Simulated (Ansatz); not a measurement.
Relaxed TiO₂ (anatase):

```xyz
6
Lattice="-1.8994 1.8994 4.8504 1.8994 -1.8994 4.8504 1.8994 1.8994 -4.8504" Properties=species:S:1:pos:R:3 pbc="T T T"
Ti     0.0000     0.0000     4.8504
Ti     1.8994     0.0000     2.4252
O      0.0000     0.0000     2.8476
O      1.8994     0.0000     0.4224
O      1.8994     0.0000     4.4280
O      1.8994     1.8994     2.0028
```

A phonon eigenvector at Γ is frozen into this cell: atom i moves by Q times the vector below, so Q is the largest atomic displacement, in Å. The cell is held. It is one choice among 2 degenerate patterns.

```tsv
atom	x	y	z
Ti1	0.000	-0.054	0.000
Ti2	0.000	-0.054	0.000
O3	0.000	-0.837	0.000
O4	0.000	1.000	0.000
O5	0.000	-0.837	0.000
O6	0.000	1.000	0.000
```

Level of theory: PBE (plane waves to 420 eV, PAW, scalar-relativistic; Ansatz, a first-principles code). k mesh 12×12×12 (Γ-centred), Fermi-Dirac smearing 0.05 eV. The energy includes the smearing's −TS. Left out: 2 of 13 points, with atoms too close for the PAW data. TiO2 is run without spin polarisation. TiO2 was relaxed with its symmetry unable to fall. ΔE is measured from the undisplaced structure.

```
Q (Å)   ΔE (eV/cell)
------  ------------
-0.233         1.007
-0.140         0.327
-0.047         0.034
0.047          0.034
0.140          0.327
0.233          1.007
```

Task: Which DFPT wavenumber at Γ belongs to this mode?
(A) 599 cm⁻¹
(B) 395 cm⁻¹
(C) 111 cm⁻¹
(D) 175 cm⁻¹

Result: B, 395 cm⁻¹. The curvature of the scan gives 395 cm⁻¹

(For displaced atoms, the force is minus the slope of the energy, and its curvature is a force constant, which sets phonon frequencies.)
